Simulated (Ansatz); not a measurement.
Geometry optimisation in Ansatz: input, command and trajectory.

```yaml
crystal:
  lattice:
    - [2.4222948376, 1.3985125765, 3.3133448247]
    - [-2.4222948376, 1.3985125765, 3.3133448247]
    - [0.0, -2.7970251531, 3.3133448247]
  atoms:
    - { symbol: Bi, position: [0.5, 0.5, 0.5] }
    - { symbol: Te, position: [0.0, 0.0, 0.0] }
basis:
  ecutwfc: 420
kpoints:
  mp_grid: { grid: [12, 12, 12] }
hamiltonian:
  xc: pbe
  dispersion: d3bj
scf:
  occupations: { method: gaussian, width: 0.1 }
output:
  forces: true
  stress: true
  eigenvalues: true
relax:
  adjacent_minimum: "off"
  f_tol: 0.005
  max_steps: 50
  cell: { stress_tol: 0.05 }
```

```bash
ansatz run input.yaml --threads 1 --pin off --max-ram 2560MiB --backend cpu --events-out ev --progress --plain --runs-dir out
```

Theory: Ansatz, DFT PBE+D3(BJ), scalar-relativistic, plane waves, PAW.

Of 6 frames 6 are shown, positions in Å and forces in eV/Å; the SCF threshold varies from step to step. Steps run on the plane waves of an earlier cell, with a Pulay correction in the pressure. The basis is chosen afresh for the last frame, the zero of the energies, and at times for earlier ones too; energy and pressure step there, also at an unchanged geometry.

```xyz
2
Lattice="2.4223 1.3985 3.3133 -2.4223 1.3985 3.3133 0.0000 -2.7970 3.3133" Properties=species:S:1:pos:R:3:forces:R:3 pbc="T T T" step=1 free_energy_over_end_meV_per_atom=12.58 pressure_GPa=-2.21
Bi    0.0000    0.0000    4.9700    0.0000    0.0000    0.0000
Te    0.0000    0.0000    0.0000    0.0000    0.0000    0.0000
2
Lattice="2.3769 1.3723 3.2156 -2.3769 1.3723 3.2156 0.0000 -2.7446 3.2156" Properties=species:S:1:pos:R:3:forces:R:3 pbc="T T T" step=2 free_energy_over_end_meV_per_atom=2.91 pressure_GPa=1.18
Bi    0.0000    0.0000    4.8234    0.0000    0.0000    0.0000
Te    0.0000    0.0000    0.0000    0.0000    0.0000    0.0000
2
Lattice="2.4000 1.3856 3.2158 -2.4000 1.3856 3.2158 0.0000 -2.7713 3.2158" Properties=species:S:1:pos:R:3:forces:R:3 pbc="T T T" step=3 free_energy_over_end_meV_per_atom=0.11 pressure_GPa=-0.05
Bi    0.0000    0.0000    4.8237    0.0000    0.0000    0.0000
Te    0.0000    0.0000    0.0000    0.0000    0.0000    0.0000
2
Lattice="2.4055 1.3888 3.1946 -2.4055 1.3888 3.1946 0.0000 -2.7777 3.1946" Properties=species:S:1:pos:R:3:forces:R:3 pbc="T T T" step=4 free_energy_over_end_meV_per_atom=-0.20 pressure_GPa=-0.05
Bi    0.0000    0.0000    4.7920    0.0000    0.0000    0.0000
Te    0.0000    0.0000    0.0000    0.0000    0.0000    0.0000
2
Lattice="2.4092 1.3909 3.1775 -2.4092 1.3909 3.1775 0.0000 -2.7819 3.1775" Properties=species:S:1:pos:R:3:forces:R:3 pbc="T T T" step=5 free_energy_over_end_meV_per_atom=-0.31 pressure_GPa=0.00
Bi    0.0000    0.0000    4.7662    0.0000    0.0000    0.0000
Te    0.0000    0.0000    0.0000    0.0000    0.0000    0.0000
2
Lattice="2.4092 1.3909 3.1775 -2.4092 1.3909 3.1775 0.0000 -2.7819 3.1775" Properties=species:S:1:pos:R:3:forces:R:3 pbc="T T T" step=6 free_energy_over_end_meV_per_atom=0.00 pressure_GPa=0.00
Bi    0.0000    0.0000    4.7662    0.0000    0.0000    0.0000
Te    0.0000    0.0000    0.0000    0.0000    0.0000    0.0000
```

Time: 82 s on 1 thread of Intel(R) Xeon(R) Platinum 8175M CPU @ 2.50GHz (Skylake/Cascade Lake), on a shared host, peak memory 0.57 GiB.

Spin–orbit coupling is left out, which can shift energies with elements as heavy as these.